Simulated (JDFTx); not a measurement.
```yaml
surface: Nb(100)
bulk: Nb, Im-3m, lattice of mp-75 (not re-optimised)
slab: 6 atoms in 6 planes, 1x1, 8.0 Å between the outermost planes
in-plane cell: 3.318 × 3.318 Å, 11.01 Å²
cell_height: 24.3 Å
sampling: 6×6×1 k mesh, Fermi smearing 0.01 Ha, no spin polarisation
```

Profiles through the double layer of this slab, charged, in CANDLE, acetonitrile, 1 M NaF; PBE, GBRV ultrasoft potentials, plane waves to 20/100 Ha, JDFTx (a modified build). z is the height above the outermost atoms, φ the plane-averaged electrostatic potential energy of an electron (zero in the bulk liquid), ρ_b the bound charge of solvent and ions, s the cavity shape function (0 in the solid, 1 in the liquid).

```csv
z (Å),n (e/Å³),s,φ (eV),ρ_b (10⁻³ e/Å³)
0.88,0.1659,0.00,-1.739,0.00
1.35,0.0447,0.00,-1.689,-0.33
1.81,0.0157,0.00,-0.705,-3.61
2.27,0.0055,0.03,-0.209,-3.73
2.74,0.0018,0.14,-0.094,-0.10
3.20,0.0006,0.27,-0.058,0.19
3.66,0.0002,0.41,-0.040,0.03
4.12,0.0001,0.55,-0.029,-0.03
4.59,0.0000,0.69,-0.022,-0.04
5.05,0.0000,0.83,-0.017,-0.03
5.51,0.0000,0.95,-0.013,-0.02
5.98,0.0000,1.00,-0.011,-0.01
6.44,0.0000,1.00,-0.009,-0.01
6.90,0.0000,1.00,-0.007,-0.01
7.36,0.0000,1.00,-0.006,-0.01
7.83,0.0000,1.00,-0.004,-0.01
```

Q: Is the electrode positively or negatively charged, and roughly by how much?

A: Positively: σ = 5.7 μC/cm² per face. The liquid's bound charge is of the opposite sign overall, and far from the surface φ decays with the screening length (2.1 Å).
